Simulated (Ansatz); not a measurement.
# PtS-type TiO

Method: PBEsol, scalar-relativistic; collinear spin; PAW, 420 eV, Γ-centred 10×10×6 mesh, 0.05 eV Gaussian smearing; code Ansatz. The datasets are Ansatz's generated set soft_2.

```yaml
crystal:
  lattice:
    - [3.14549, 0.00000, 0.00000]
    - [0.00000, 3.14549, 0.00000]
    - [0.00000, 0.00000, 4.86024]
  atoms:
    - { symbol: Ti, position: [0.00000, 0.50000, 0.00000] }
    - { symbol: Ti, position: [0.50000, 0.00000, 0.50000] }
    - { symbol: O, position: [0.00000, 0.00000, 0.25000] }
    - { symbol: O, position: [0.00000, 0.00000, 0.75000] }
```

This is a trial structure; measured cells of the compound in the Crystallography Open Database are in space groups C2/m, P-6m2.

Magnetic state: non-magnetic, site spin moments none.

The cell above was scaled in volume, and shape and atoms were relaxed at each volume within its symmetry. Energies are counted from the cell above.

The cell is relaxed to zero pressure at this level.

```tsv
V (Å³/atom)	ΔE (meV/atom)	P (GPa)
11.54	12.4	8.6
11.78	3.0	4.1
12.02	0.0	0.0
12.26	?	?
12.50	10.7	-6.9
```

Q: Fill in the withheld row.

A: ΔE (meV/atom): 2.8, P (GPa): -3.6.

Q: What do the points give for the equilibrium volume, the bulk modulus and its pressure derivative (third-order Birch–Murnaghan)?

A: V0 = 12.02 Å³/atom, B0 = 192 GPa, B0′ = 4.2.

B0·V0 = 191.7 GPa × 12.02 Å³ = 14.39 eV/atom sets the scale: near the minimum ΔE ≈ ½ B0 V0 x², with x = V/V0 − 1, and a pressure of 1.9 GPa squeezes the volume by about 1 %. At the ends of the curve: x = −4.0 % predicts 11.6 meV/atom and the run gives 12.4; x = +4.0 % predicts 11.4 meV/atom and the run gives 10.7. The lopsidedness is anharmonic: atoms resist being pushed together more than being pulled apart.

The starting moments died out; a magnetic state reached from other starts isn't excluded. No antiparallel order was tried, and in such compounds it can hold moments and open a gap where a parallel start collapses. The run is a metal.
